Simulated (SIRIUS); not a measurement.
Worked example: self-consistent single point of WS2 (R3m, 3 atoms in the cell; from Materials Project mp-9813, changed as shown) in SIRIUS.

Method: LDA (PW92), FP-LAPW (LAPW with two local orbitals a valence shell; core below -3 Ha), all-electron full potential with ZORA scalar-relativistic valence and Dirac core run with SIRIUS 7.12.0.

The change in words: lattice scaled by 0.98. Reference geometry (R3m):
```
WS2
1.0
    1.57603     0.90992     6.42295
   -1.57603     0.90992     6.42295
    0.00000    -1.81985     6.42295
W S
1 2
Cartesian
  0.00000   0.00000   0.01291
  0.00000   0.00000   7.97949
  0.00000   0.00000   4.89275
```

Reference input (self-consistent single point, DFT, LDA (PW92), FP-LAPW (LAPW with two local orbitals a valence shell; core below -3 Ha), all-electron full potential with ZORA scalar-relativistic valence and Dirac core): parameters.ngridk = 6 6 6; basis = LAPW with two local orbitals a valence shell, core below -3 Ha; unit_cell.atom_type_rmt = {W: 2.34, S: 2.02} bohr; parameters.xc_functionals = [XC_LDA_X, XC_LDA_C_PW]; parameters.aw_cutoff = 7; parameters.pw_cutoff = 20 1/bohr; parameters.smearing = fermi_dirac; parameters.smearing_width = 0.000734986 Ha; parameters.electronic_structure_method = full_potential_lapwlo; parameters.lmax_apw = 8; parameters.lmax_rho = 8; parameters.lmax_pot = 8. This run's input differs from it in these lines:

```diff
@@ -36,7 +36,7 @@
     "lattice_vectors": [
-      [0.2360818301, 0.1363018967, 0.9621264094],
-      [-0.2360818301, 0.1363018967, 0.9621264094],
-      [0.0, -0.2726039432, 0.9621264094]
+      [0.2360817717, 0.1363019632, 0.9621263982],
+      [-0.2360817717, 0.1363019632, 0.9621263982],
+      [0.0, -0.2726039265, 0.9621263982]
     ],
-    "lattice_vectors_scale": 12.615417,
+    "lattice_vectors_scale": 12.363109,
     "atom_coordinate_units": "au",
@@ -53,7 +53,7 @@
       "W": [
-        [-0.0, -1.3e-09, 0.024396628]
+        [-0.0, 0.0, 0.0239086958]
       ],
       "S": [
-        [-0.0, -7.826e-07, 15.0790459743],
-        [-0.0, -4.798e-07, 9.2459578757]
+        [0.0, -0.0, 14.7774652896],
+        [-0.0, -0.0, 9.0610388622]
       ]
```

Output, abridged:

```
[find] density tolerance         : 1e-06
[find] total energy tolerance    : 1e-07
[find] iter_solver_tol (initial) : 0.01
[find] iter_solver_tol (target)  : 1e-13
[find] num_dft_iter              : 100
Charges and magnetic moments
--------------------------------------------------------------------------------
atom      charge    core leakage
--------------------------------------------------------------------------------
   0   71.925801    0.000000e+00
   1   13.941896    0.000000e+00
   2   13.942112    0.000000e+00

total core leakage    : 0.00000000e+00
interstitial charge   : 6.190190
total charge          : 106.000000
   [... lines left out ...]
[find]    2   14.094793    2.405321e-04
[find] total core leakage    : 4.84831923e-04
[find] interstitial charge   : 6.144084
[find] total charge          : 105.999513
[find] Energy
[find] smearing (-TS)                 :      -0.00000000
[find] Total energy                   :  -16952.83637623 (Ha),  -33905.67275246 (Ry)
[find] Free energy (E-TS)             :  -16952.83637623 (Ha),  -33905.67275246 (Ry)
[find] band gap (eV)                  :       1.12983627
[find] Efermi                         :       0.32680084
[find] iteration : 14, RMS (target) : 7.5386e-07 (1.0000e-06) , energy difference (target) : -4.2928e-10 (1.0000e-07)
[find] converged after 15 SCF iterations!
Warning in function "check_num_electrons" at src/density/density.cpp:1179
wrong number of electrons
  obtained value : 106
  target value : 106
  difference : 0.000486717
  total core leakage : 0.000484832
    atom class : 0, core leakage : 3.78072e-06
    atom class : 1, core leakage : 0.000240519
    atom class : 2, core leakage : 0.000240532
[find] Charges and magnetic moments
[find] atom      charge    core leakage
[find]    0   71.666341    3.780719e-06
[find]    1   14.094295    2.405191e-04
[find]    2   14.094793    2.405321e-04
[find] total core leakage    : 4.84831923e-04
[find] interstitial charge   : 6.144084
[find] total charge          : 105.999513
[find] Energy
[find] smearing (-TS)                 :      -0.00000000
   [... lines left out ...]
[find] Free energy (E-TS)             :  -16952.83637623 (Ha),  -33905.67275246 (Ry)
   [... lines left out ...]
[find] band gap (eV)                  :       1.12983627
[find] Efermi                         :       0.32680084
[ground_state] ==== total Forces in Ha/bohr =====
[ground_state] atom:    0, force:       0.0000000     -0.0000000      0.0000943
[ground_state] atom:    1, force:      -0.0000000     -0.0000000      0.0297482
[ground_state] atom:    2, force:       0.0000000      0.0000000     -0.0298428
```

The run converged in 15 iterations. Against the reference run the free energy rises by 38.6 meV/atom, the largest force goes from 0.280 to 1.535 eV/Å and the gap on the mesh goes from 1.163 to 1.130 eV.

Spin-orbit coupling is left out, which matters for bands and gaps with elements this heavy. Forces above 1 eV/Å remain at this geometry. The structure comes from a collection of computed structures, made at another level of theory; the collection holds predicted forms beside known ones. Its lattice was then scaled. Values depend on the basis (sphere radii, cutoffs, local orbitals), which need not be converged.

Cost on one core: very roughly 70 core-seconds.

The gap that the log prints is read on the run's mesh, which can miss the band edges or a crossing.
